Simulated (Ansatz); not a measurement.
**AgBiO: input and output**

The input, for Ansatz 0.2.0 (plane waves, PAW):

```yaml
crystal:
  lattice:
    - [4.365365, 0.0, 0.0]
    - [-2.182683, 3.780521, 0.0]
    - [0.0, 0.0, 7.285156]
  atoms:
    - { symbol: Bi, position: [0.3333, 0.6667, 0.25] }
    - { symbol: Bi, position: [0.6666, 0.3333, 0.75] }
    - { symbol: Ag, position: [0.3333, 0.6667, 0.75] }
    - { symbol: Ag, position: [0.6666, 0.3333, 0.25] }
    - { symbol: O, position: [0.0, 0.0, 0.0] }
    - { symbol: O, position: [0.0, 0.0, 0.5] }
  symmetry: { tolerance: 0.0003 }
kpoints:
  mp_grid: { grid: [7, 7, 4], shift: [0, 0, 0] }
  band_path:
    path:
      - [0.0, 0.0, 0.0]
      - [0.4999998, 2.7e-07, 0.0]
      - [0.3333332, 0.33333373, 0.0]
      - [0.0, 0.0, 0.0]
      - [0.0, 0.0, 0.5]
      - [0.4999998, 2.7e-07, 0.5]
      - [0.3333332, 0.33333373, 0.5]
      - [0.0, 0.0, 0.5]
      - [0.4999998, 2.7e-07, 0.5]
      - [0.4999998, 2.7e-07, 0.0]
      - [0.3333332, 0.33333373, 0.5]
    npoints: 6
magnetization:
  spin_polarized: false
scf:
  occupations: { method: gaussian, width: 0.0288 }
  lower_state_search: "off"
  max_iter: 200
hamiltonian:
  pseudopotentials: { kind: paw }
  xc: pbe
basis:
  ecutwfc: 420
  fft_grid_basis: typed
output:
  forces: true
  stress: true
  eigenvalues: true
  bader: true
  populations: true
  elf: true
  write_potential: true
  volumetric_format: npy
  dos:
    e_range: [-12, 8]
    de: 0.05
    projected: { site_lists: { Ag: [Ag], Bi: [Bi], O: [O] } }
checkpoint:
  read: saved_state
```

The run starts from an earlier solution of this cell. 

Output (shortened):

```
SCF iter   1: F=—  Δρ=2.17e-3  dr2=4.83e-3
SCF iter   2: F=—  Δρ=9.34e-4  dr2=1.05e-3
SCF iter   3: F=—  Δρ=1.37e-4  dr2=2.78e-5
SCF iter   4: F=—  Δρ=6.19e-5  dr2=4.95e-6
SCF iter   5: F=—  Δρ=1.27e-5  dr2=2.15e-7
SCF iter   6: F=-41099.6696 eV  Δρ=3.59e-6  dr2=1.52e-8
Free energy (F): -41099.6696 eV
Harris-Foulkes:  -41099.6696 eV  (|F-HF|=6.50e-9)
Internal energy: -41099.6687 eV  (E = F + TS)
E sigma→0 (E₀):  -41099.6692 eV
Entropy (-TS):   -0.0009 eV (-0.154 meV/atom)
Fermi energy:    11.2271 eV
--- Per-component energies (eV) ---
  E_band       = -875.0002
  E_kinetic    = 2001.9909
  E_local      = -9428.8998  (includes V_loc(G=0)·N_el)
  E_nonlocal   = 1378.8114
  E_hartree    = 3791.2845
  E_xc         = -817.6851
  E_vxc        = -943.4547  (∫ρ·V_xc dr)
  E_paw        = -29445.1019  (= ΣΔE_a)
  E_vpaw       = -1466.0189  (= ΣTr[D̂ρ^β])
  E_aug_tail   = 0.0043  (compensation charges beyond the density's cutoff)
  E_ewald      = -8580.0730
  E_smearing   = -0.0009  (= −TS)
--- Stress (GPa, compression-positive) ---
       15.2235       0.0000       0.0000
        0.0000      15.2235       0.0000
        0.0000       0.0000      -8.2639
  P = ⅓ Tr σ = 7.3944 GPa (73.944 kbar)
--- Löwdin populations: 6 sites ---
  site symbol       q [e]
     0     Bi     14.5931
     1     Bi     14.5931
     2     Ag     18.4361
     3     Ag     18.4361
     4      O      6.7720
     5      O      6.7720
  spilling = 0.0050 (of n_electrons = 80.0000)
```

Origin: a known structure type with other elements, at an estimated volume, so it need not be a known compound. Caveats: many states at the Fermi level without spin polarisation, so a magnetic state may lie lower.
